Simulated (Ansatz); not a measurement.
**Run record: KZn₂RuF₆**

The cell (10 atoms) is KZn₂RuF₆ as a small unrelaxed cell with one substitutional d or f atom. One K of COD entry 5910077 is replaced by Ru, with no charge compensation. All atoms are displaced slightly at random.

Theory: DFT, PBE+U, PAW, plane waves, scalar-relativistic (Ansatz).

The input:

```yaml
crystal:
  lattice:
    - [8.1, 0.0, 0.0]
    - [0.0, 4.05, 0.0]
    - [0.0, 0.0, 4.05]
  atoms:
    - { symbol: K, position: [0.99642133, 0.00753557, 0.99101383] }
    - { symbol: Ru, position: [0.49969308, 0.00268933, 0.99167568], spin: 0.2 }
    - { symbol: Zn, position: [0.2432417, 0.49978301, 0.4954644] }
    - { symbol: Zn, position: [0.74841066, 0.49768563, 0.47677938] }
    - { symbol: F, position: [0.24677229, 0.49630204, 0.99163905] }
    - { symbol: F, position: [0.76021434, 0.48740996, 0.99472798] }
    - { symbol: F, position: [0.00866009, 0.50346697, 0.52525062] }
    - { symbol: F, position: [0.49891806, 0.51023917, 0.48855917] }
    - { symbol: F, position: [0.24159441, 0.99126891, 0.48456321] }
    - { symbol: F, position: [0.75431694, 0.00289063, 0.4892315] }
  symmetry: { detect: false, time_reversal: true }
magnetization:
  spin_polarized: true
hamiltonian:
  xc: pbe
  pseudopotentials: { kind: paw }
  hubbard:
    sites:
      - { site: 1, l: d, u_eff: 1.0, starting_ns: [{ spin: up, occupation_matrix: s1up }, { spin: down, occupation_matrix: s1down }] }
    occupation_matrices:
      s1up:
        matrix:
          - [0.999999, 0.0, 0.0, 0.0, 0.0]
          - [0.0, 0.999999, 0.0, 0.0, 0.0]
          - [0.0, 0.0, 0.999999, 0.0, 0.0]
          - [0.0, 0.0, 0.0, 0.999999, 0.0]
          - [0.0, 0.0, 0.0, 0.0, 0.999999]
      s1down:
        matrix:
          - [0.04845, 0.105052, 0.005996, -0.135832, -0.128761]
          - [0.105052, 0.86246, -0.072161, -0.255132, 0.193096]
          - [0.005996, -0.072161, 0.01217, -0.022097, -0.079309]
          - [-0.135832, -0.255132, -0.022097, 0.383265, 0.390309]
          - [-0.128761, 0.193096, -0.079309, 0.390309, 0.693656]
basis:
  ecutwfc: 420
kpoints:
  mp_grid: { grid: [2, 3, 3] }
scf:
  occupations: { method: gaussian, width: 0.02 }
  lower_state_search: "off"
  max_iter: 200
output:
  forces: true
  stress: true
  write_density: true
  write_potential: true
  elf: true
  volumetric_format: npy
```

Command:
```sh
ansatz run input.yaml --threads 4 --pin off --max-ram 9216MiB --backend cpu --events-out ev --progress --plain --runs-dir out
```

Program output, abridged:

```
K: projections on atomic orbitals take those of the free atom [Ne] 3s2 3p6 4s1, of charge +0.00 (hamiltonian.pseudopotentials.projection_atoms); the dataset's partial waves leave at most 2.3e-7 of an orbital's norm unspanned inside its sphere
Ru: projections on atomic orbitals take those of the free atom [Ar 3d10] 4s2 4p6 4d7 5s1, of charge +0.00 (hamiltonian.pseudopotentials.projection_atoms); the dataset's partial waves leave at most 8.1e-6 of an orbital's norm unspanned inside its sphere
Zn: projections on atomic orbitals take those of the free atom [Ar] 3d10 4s2, of charge +0.00 (hamiltonian.pseudopotentials.projection_atoms); the dataset's partial waves leave at most 6.8e-7 of an orbital's norm unspanned inside its sphere
F: projections on atomic orbitals take those of the free atom [He] 2s2 2p5, of charge +0.00 (hamiltonian.pseudopotentials.projection_atoms); the dataset's partial waves leave at most 1.6e-8 of an orbital's norm unspanned inside its sphere
Pseudopotentials: kind: paw
Pseudopotential: K, paw, valence charge 9, recommended cutoff 420 eV (normal), K.paw.azcp
Pseudopotential: Ru, paw, valence charge 16, recommended cutoff 420 eV (normal), Ru.paw.azcp
Pseudopotential: Zn, paw, valence charge 12, recommended cutoff 420 eV (normal), Zn.paw.azcp
Pseudopotential: F, paw, valence charge 7, recommended cutoff 420 eV (normal), F.paw.azcp
Functional definition: PBE
Crystal: 10 atoms, lattice volume = 132.860 Å³
Basis set: ecut = 420 eV, 2587 PW (Γ), exchange–correlation on 120×60×60 points (8 copies of the dense FFT grid, shifted against one another)
Bands: 56, of which v1, the nominal top of the filled ones, is band 46 counted from 1 (45 counted from 0)
Symmetry: 1 space group operations
k-points: 10 of 18 (time reversal used)
Non-local potential: K, projectors of the file, l = 0: 3, l = 1: 2, l = 2: 2
Non-local potential: Ru, projectors of the file, l = 0: 3, l = 1: 2, l = 2: 2, l = 3: 1
Non-local potential: Zn, projectors of the file, l = 0: 2, l = 1: 2, l = 2: 3, l = 3: 1
Non-local potential: F, projectors of the file, l = 0: 2, l = 1: 2, l = 2: 1
Initial density: superposition of atomic densities (chi_scale 0.1, normalization cell, long waves kept (reshape's long-wave potential 0.08 eV rms))
Starting moments: Σ|m| = 0.2 μB on 1 of 10 sites
Initial wavefunctions: pseudopotential atomic-orbital guess
Functional: x = pbe(κ = 0.804, μ = 0.2195149727645171), c = pbe(β = 0.06672455060314922)
SCF iter   1: F=—  HF=-18917.243340 eV  |F-HF|=—  |Δ(HF+E_count)|=         —  Δρ=1.37e-1 (↑1.37e-1 ↓1.34e-1)  dr2=1.10e2  dr2_m=4.37e-2  M=0.330 μB ∫|m|=0.541 μB  β_m=1.00  ethr=3.10e-3  ⟨swp⟩=7.2  Hψ=4580  notcnv=0  defer=2
preconditioner: auto → Kerker (q_TF=auto, 2.562 Å⁻¹)  [metal: Δε(μ)=0.007 eV  Ē_g=13.432 eV  σ=0.020 eV  W_gap=0.19  n_scr=38 (ndim 8)  ℏωp=29.0 eV  f_vac=0.007  D(μ)=7.79/eV (n_scr^D=76)]
spin=Collinear: Kerker preconditioning applied to the charge; magnetization (m = ρ↑ − ρ↓) channel mixes plain (no charge-response kernel on spin).
SCF iter   2: F=—  HF=-18906.404075 eV  |F-HF|=—  |Δ(HF+E_count)|=    1.08e1  Δρ=7.34e-2 (↑6.82e-2 ↓7.34e-2)  dr2=8.95e0  dr2_m=3.09e0  M=3.000 μB ∫|m|=3.002 μB  β_m=1.00  ethr=3.10e-3  ⟨swp⟩=4.0  Hψ=2876  notcnv=0  defer=70
preconditioner: auto → Resta (q_TF=auto, 2.562 Å⁻¹)  ε∞=5.4  [insulator: Δε(μ)=0.491 eV  Ē_g=13.861 eV  σ=0.020 eV  W_gap=1.00  n_scr=38 (ndim 8)  ℏωp=29.0 eV  f_vac=0.010  D(μ)=0.00/eV (n_scr^D=0)  ε∞_Penn≈5.4]
spin=Collinear: Resta preconditioning applied to the charge; magnetization (m = ρ↑ − ρ↓) channel mixes plain (no charge-response kernel on spin).
SCF iter   3: F=—  HF=-18905.670318 eV  |F-HF|=—  |Δ(HF+E_count)|=   7.34e-1  Δρ=2.84e-2 (↑2.83e-2 ↓2.84e-2)  dr2=3.32e0  dr2_m=1.89e-2  M=3.111 μB ∫|m|=3.115 μB  β_m=1.00  ethr=3.10e-3  ⟨swp⟩=2.0  Hψ=2232  notcnv=0  defer=117
SCF iter   4: F=—  HF=-18904.838540 eV  |F-HF|=—  |Δ(HF+E_count)|=   8.32e-1  Δρ=1.27e-2 (↑1.11e-2 ↓1.27e-2)  dr2=7.49e-1  dr2_m=1.38e-2  M=3.111 μB ∫|m|=3.115 μB  β_m=0.30  ethr=3.10e-3  ⟨swp⟩=2.2  Hψ=2103  notcnv=0  defer=113
Mixer restart at iter 4: flushing history
spin-set hold released at iteration 4 (site moments contracting): the magnetisation degrees of freedom join the quasi-Newton model from the next iteration; the mixer history was flushed
SCF iter   5: F=—  HF=-18904.847048 eV  |F-HF|=—  |Δ(HF+E_count)|=   8.51e-3  Δρ=1.02e-2 (↑7.56e-3 ↓1.02e-2)  dr2=4.40e-1  dr2_m=1.69e-2  M=3.111 μB ∫|m|=3.115 μB  β_m=0.65  ethr=8.23e-4  ⟨swp⟩=2.1  Hψ=1396  notcnv=0  defer=112
SCF iter   6: F=—  HF=-18904.900865 eV  |F-HF|=—  |Δ(HF+E_count)|=   5.38e-2  Δρ=7.44e-3 (↑4.23e-3 ↓7.44e-3)  dr2=1.06e-1  dr2_m=1.31e-2  M=3.111 μB ∫|m|=3.115 μB  β_m=0.70  ethr=4.84e-4  ⟨swp⟩=3.4  Hψ=2033  notcnv=0  defer=112
SCF iter   7: F=—  HF=-18904.899112 eV  |F-HF|=—  |Δ(HF+E_count)|=   1.75e-3  Δρ=4.48e-3 (↑1.46e-3 ↓4.48e-3)  dr2=2.02e-2  dr2_m=6.07e-3  M=3.111 μB ∫|m|=3.115 μB  β_m=0.85  ethr=1.17e-4  ⟨swp⟩=2.6  Hψ=2301  notcnv=0  defer=116
[... 22 iterations left out ...]
SCF iter  30: F=—  HF=-18904.945413 eV  |F-HF|=—  |Δ(HF+E_count)|=   5.12e-3  Δρ=4.49e-3 (↑4.88e-4 ↓4.49e-3)  dr2=6.84e-3  dr2_m=6.27e-3  M=3.111 μB ∫|m|=3.115 μB  β_m=0.23  ethr=6.81e-6  ⟨swp⟩=1.5  Hψ=1083  notcnv=0  defer=113
SCF iter  31: F=—  HF=-18904.950036 eV  |F-HF|=—  |Δ(HF+E_count)|=   4.62e-3  Δρ=4.46e-3 (↑1.99e-4 ↓4.46e-3)  dr2=6.40e-3  dr2_m=6.23e-3  M=3.111 μB ∫|m|=3.115 μB  β_m=1.00  ethr=6.81e-6  ⟨swp⟩=2.0  Hψ=1621  notcnv=0  defer=113
SCF iter  32: F=—  HF=-18904.928521 eV  |F-HF|=—  |Δ(HF+E_count)|=   2.15e-2  Δρ=3.93e-3 (↑6.22e-4 ↓3.93e-3)  dr2=6.06e-3  dr2_m=4.71e-3  M=3.111 μB ∫|m|=3.115 μB  β_m=1.00  ethr=6.81e-6  ⟨swp⟩=2.1  Hψ=2029  notcnv=0  defer=113
SCF iter  33: F=—  HF=-18904.952136 eV  |F-HF|=—  |Δ(HF+E_count)|=   2.36e-2  Δρ=4.52e-3 (↑3.01e-4 ↓4.52e-3)  dr2=7.67e-3  dr2_m=6.36e-3  M=3.111 μB ∫|m|=3.115 μB  β_m=1.00  ethr=6.66e-6  ⟨swp⟩=2.1  Hψ=2106  notcnv=0  defer=111
SCF iter  34: F=—  HF=-18904.937010 eV  |F-HF|=—  |Δ(HF+E_count)|=   1.51e-2  Δρ=4.14e-3 (↑4.60e-4 ↓4.14e-3)  dr2=6.47e-3  dr2_m=5.29e-3  M=3.111 μB ∫|m|=3.115 μB  β_m=0.21  ethr=6.66e-6  ⟨swp⟩=2.0  Hψ=2039  notcnv=0  defer=111
SCF iter  35: F=—  HF=-18904.924914 eV  |F-HF|=—  |Δ(HF+E_count)|=   1.21e-2  Δρ=3.71e-3 (↑2.11e-4 ↓3.71e-3)  dr2=4.61e-3  dr2_m=4.29e-3  M=3.111 μB ∫|m|=3.115 μB  ethr=1.10e-6  ⟨swp⟩=9.3  Hψ=6857  notcnv=0
Mixer restart at iter 35: flushing history
iteration 35: the SCF's residuals had fallen too slowly under its mixing. It goes on by minimising its free energy, and can end on another state than longer mixing would; under `scf.algorithm: density_mixing` no SCF does so, but by `scf.convergence.dm_fallback`
SCF iter  36: F=—  HF=-18905.050098 eV  |F-HF|=—  |Δ(HF+E_count)|=   1.25e-1  Δρ=2.86e-3 (↑2.86e-3 ↓1.73e-3)  dr2=8.01e-3  dr2_m=2.27e-3  M=3.111 μB ∫|m|=3.119 μB  ethr=1.10e-6  ⟨swp⟩=5.6  Hψ=9061  notcnv=0
SCF iter  37: F=—  HF=-18905.117677 eV  |F-HF|=—  |Δ(HF+E_count)|=   6.76e-2  Δρ=1.39e-3 (↑1.29e-3 ↓1.39e-3)  dr2=7.16e-4  dr2_m=1.77e-3  M=3.111 μB ∫|m|=3.119 μB  ethr=1.10e-6  ⟨swp⟩=6.7  Hψ=7290  notcnv=0
SCF iter  38: F=—  HF=-18905.153984 eV  |F-HF|=—  |Δ(HF+E_count)|=   3.63e-2  Δρ=6.78e-4 (↑6.78e-4 ↓4.79e-4)  dr2=1.42e-4  dr2_m=3.06e-4  M=3.111 μB ∫|m|=3.121 μB  ethr=7.87e-7  ⟨swp⟩=6.1  Hψ=8126  notcnv=0
SCF iter  39: F=—  HF=-18905.158016 eV  |F-HF|=—  |Δ(HF+E_count)|=   4.03e-3  Δρ=2.59e-4 (↑2.59e-4 ↓1.69e-4)  dr2=4.30e-5  dr2_m=3.09e-5  M=3.111 μB ∫|m|=3.121 μB  ethr=1.57e-7  ⟨swp⟩=5.1  Hψ=7126  notcnv=0
SCF iter  40: F=—  HF=-18905.158272 eV  |F-HF|=—  |Δ(HF+E_count)|=   2.56e-4  Δρ=6.72e-5 (↑6.72e-5 ↓6.58e-5)  dr2=9.90e-6  dr2_m=1.59e-6  M=3.111 μB ∫|m|=3.122 μB  ethr=4.73e-8  ⟨swp⟩=4.2  Hψ=4145  notcnv=0
SCF iter  41: F=—  HF=-18905.158272 eV  |F-HF|=—  |Δ(HF+E_count)|=   2.11e-7  Δρ=3.15e-5 (↑2.56e-5 ↓3.15e-5)  dr2=2.13e-6  dr2_m=2.56e-7  M=3.111 μB ∫|m|=3.122 μB  ethr=1.09e-8  ⟨swp⟩=2.6  Hψ=3773  notcnv=0
SCF iter  42: F=—  HF=-18905.158277 eV  |F-HF|=—  |Δ(HF+E_count)|=   4.86e-6  Δρ=1.24e-5 (↑1.24e-5 ↓9.69e-6)  dr2=1.35e-7  dr2_m=9.18e-8  M=3.111 μB ∫|m|=3.122 μB  ethr=2.34e-9  ⟨swp⟩=2.9  Hψ=3816  notcnv=0
SCF iter  43: F=-18905.158278 eV  HF=-18905.158278 eV  |F-HF|=4.27e-9  |Δ(HF+E_count)|=   9.97e-7  Δρ=2.08e-6 (↑2.08e-6 ↓2.07e-6)  dr2=7.50e-9  dr2_m=1.57e-9  M=3.111 μB ∫|m|=3.122 μB  ethr=1.10e-10  ⟨swp⟩=6.8  Hψ=7392  notcnv=0
SCF iter  44: F=-18905.158278 eV  HF=-18905.158278 eV  |F-HF|=4.27e-9  |Δ(HF+E_count)|=    0.00e0  Δρ=2.08e-6 (↑2.08e-6 ↓2.07e-6)  dr2=7.50e-9  dr2_m=1.57e-9  M=3.111 μB ∫|m|=3.122 μB  ethr=8.24e-12  ⟨swp⟩=5.2  Hψ=7316  notcnv=0
WARN: hamiltonian.hubbard: on 1 of 2 specified blocks the occupation matrix of this SCF's result fails the test of the specified filling. At site 1 ↓ (sites count from 0 in the list of atoms of the cell that this SCF solves) the least filled combination of the orbitals specified full has occupation 0.030, and the fullest combination of the orbitals specified empty has occupation 0.942; the filling counts as kept where the first is at least 0.75 and exceeds the second by more than 0.25. [...]
the last iteration of the SCF fills more bands at one k-point than at another: 47 at σ=↑ k=1 and 48 at σ=↑ k=0; 44 at every k-point of σ=↓ (a band counts as filled where it holds over half of its capacity, the bands of one level by their mean; [...]
SCF 1 converged in 44 iterations: F = -18905.158278 eV  dr2 = 7.50e-9
  greatest PAW one-centre occupation: 1.002 electrons in one spin orbital (limit 2), on the Ru atom at site 1 (counted from 0), in its partial waves of l = 0
SCF converged after 44 iterations
Stability not told: the SCF's own minimisation came to no verdict on its close; the lowest value that the minimisation read is 4.5e-2 (residual 2.7e-3): no lower mode is shown, and none is ruled out
Magnetization: 3.1111 μB (47.0556 up, 43.9444 down)
Absolute magnetization: 3.1212 μB (∫|ρ↑−ρ↓|, with the PAW one-centre terms)
Spin contamination: 0.0048 ħ² per cell (⟨S²⟩ above its minimum at these occupations)
Per-site moments (μB) at R_I (Å): [(0.0007, 1.1249), (2.6662, 1.1687), (0.0018, 0.7853), (0.0024, 0.8064), (0.0132, 0.8290), (0.0122, 0.8064), (0.0006, 0.7853), (0.0226, 0.8341), (0.0125, 0.8213), (0.0130, 0.8271)]
Free energy (F): -18905.158278 eV
Harris-Foulkes:  -18905.158278 eV  (|F-HF|=4.27e-9)
Internal energy: -18905.156993 eV  (E = F + TS)
E sigma→0 (E₀):  -18905.157635 eV
Entropy (-TS):   -0.001285 eV (-0.129 meV/atom)
Fermi energy:    7.631199 eV
--- Per-component energies (eV) ---
  E_band       = -440.254738
  E_kinetic    = 2272.211667
  E_local      = -9313.024403  (includes V_loc(G=0)·N_el)
  E_nonlocal   = 2057.542159
  E_hartree    = 3568.524838
  E_xc         = -1071.543538
  E_vxc        = -1111.911574  (∫ρ·V_xc dr)
  E_hubbard    = 0.080976  (on-site DFT+U / exact-exchange correction)
  E_vhub       = -3.345924  (the Hubbard potential's part of the band-sum identity)
  E_paw        = -9124.998242  (= ΣΔE_a)
  E_vpaw       = -1478.790910  (= ΣTr[D̂ρ^β])
  E_aug_tail   = 0.011439  (compensation charges beyond the density's cutoff)
  E_ewald      = -7293.961889
  E_smearing   = -0.001285  (= −TS)
  E_closure    = -0.000000  (closes the sum)
  Σ components = -18905.158278   (vs F -18905.158278, Δ=0.00e0)
--- Specified on-site occupations, and those of the state reported ---
  electrons in the specified blocks: 7.0000 specified, 7.0158 found
  site 1 (l=d) ↓: largest change of an orbital's occupation 0.9701; electrons 2.0000 specified, 2.0267 found; spectral distance 0.0795
  site 1 (l=d) ↑: largest change of an orbital's occupation 0.0030; electrons 5.0000 specified, 4.9890 found; spectral distance 0.0050
--- Forces (eV/Å), atoms counted from 1 ---
  atom   1  K      0.14588403    -0.09259468     0.01953528
  atom   2  Ru    -0.15536923    -0.01285084    -0.01103557
  atom   3  Zn     0.89817463    -0.24486198    -0.18136611
  atom   4  Zn     0.17878838     0.18789414     0.59014228
  atom   5  F      0.27050691    -0.04572774     0.21779782
  atom   6  F     -0.17008061     0.09303354    -0.47857674
  atom   7  F     -1.34973738    -0.03752292    -0.23366572
  atom   8  F      0.01044636    -0.03326062     0.03868877
  atom   9  F      0.27752672     0.42525620    -0.00392799
  atom  10  F     -0.10613632    -0.23934537     0.04238975
  max |Σ_I F_I| component: 1.97e-5 eV/Å
--- Stress (GPa, compression-positive) ---
        4.443729      -0.073614      -0.199813
       -0.073615       3.595142      -0.043077
       -0.199802      -0.043077       3.747747
  P = ⅓ Tr σ = 3.9289 GPa (39.289 kbar)
--- Band table (eV; the first three rows and the last of 20) ---
k-point 0 ↑: bands = ["-64.8944", "-35.0556", "-35.0510", "-34.9950", "-21.7875", "-16.6464", "-16.3718", "-16.1462", "-16.0870", "-15.8855", "-15.7759", "-5.2800", "-5.2764", "-5.2700", "-0.4451", "0.7061", "0.7750", "0.8213", "1.0466", "1.0574", "1.1500", "1.1727", "1.4605", "1.6391", "1.6626", "1.7748", "1.8605", "1.8773", "2.0060", "2.1989", "2.5787", "2.8405", "2.8545", "2.9538", "2.9686", "3.0351", "3.1483", "3.1496", "3.1926", "3.4212", "3.4490", "3.5577", "5.4629", "5.7146", "5.7172", "5.9694", "5.9783", "7.5163", "10.8231", "11.3233", "14.0856", "14.5030", [...]
k-point 1 ↑: bands = ["-64.8943", "-35.0575", "-35.0520", "-34.9948", "-21.7721", "-16.5131", "-16.2644", "-16.1752", "-16.1305", "-15.9201", "-15.8303", "-5.3157", "-5.2895", "-5.2432", "-0.6476", "-0.2910", "0.0169", "0.4895", "0.8418", "0.8695", "1.0819", "1.0933", "1.2750", "1.3445", "1.5409", "1.6951", "1.8978", "2.0147", "2.4269", "2.4412", "2.6239", "2.7739", "2.8213", "2.8497", "2.9928", "3.0210", "3.2326", "3.3177", "3.3669", "3.4020", "3.5066", "4.7953", "5.7196", "5.7229", "5.8815", "6.2192", "6.3521", "9.1212", "11.5654", "12.3849", "13.6258", "14.6474", [...]
k-point 2 ↑: bands = ["-64.8943", "-35.0576", "-35.0519", "-34.9949", "-21.7716", "-16.5154", "-16.2684", "-16.1728", "-16.1298", "-15.9049", "-15.8433", "-5.3139", "-5.2913", "-5.2428", "-0.6408", "-0.2918", "0.0212", "0.4873", "0.7847", "0.8931", "1.0653", "1.0931", "1.2979", "1.3323", "1.5491", "1.6570", "1.8905", "2.0461", "2.3897", "2.4707", "2.6404", "2.7475", "2.8359", "2.8725", "2.9909", "3.0284", "3.2607", "3.3133", "3.3602", "3.4508", "3.4664", "4.8015", "5.7185", "5.7228", "5.8826", "6.2192", "6.3520", "9.1195", "11.5698", "12.3826", "13.6108", "14.6488", [...]
k-point 9 ↓: bands = ["-62.9217", "-32.9212", "-32.9209", "-32.8965", "-21.7586", "-16.3505", "-16.2149", "-16.1861", "-16.0663", "-15.9072", "-15.8590", "-5.3749", "-5.3310", "-5.3126", "-0.6559", "-0.3904", "-0.1823", "0.1498", "0.1723", "0.2178", "0.6066", "0.7740", "0.8441", "0.9776", "1.0259", "1.0983", "2.6246", "2.6826", "2.7784", "2.9247", "3.0229", "3.0730", "3.1086", "3.1678", "3.2075", "3.2272", "3.4146", "3.5063", "3.9003", "4.3321", "4.3977", "4.6927", "7.4976", "7.6133", "9.0903", "9.2065", "9.2339", "10.8870", "12.4995", "13.0392", "14.1866", "14.5752", [...]
```

Among 11 converged runs of this cell from various starts and settings, this end is the lowest found.

A static U favours moments and orbital order; the result depends on U and need not be the measured state. With one magnetic atom in the cell its copies can only be parallel; orders in a larger cell may lie lower. The mesh is too coarse to rank close states of a metal with certainty: differences of some tens of meV/atom may change, at times in sign.

The run took 16 s on 4 threads of AMD EPYC 9R45 96-Core Processor (Zen 5), on a shared host, peak memory 0.84 GiB.
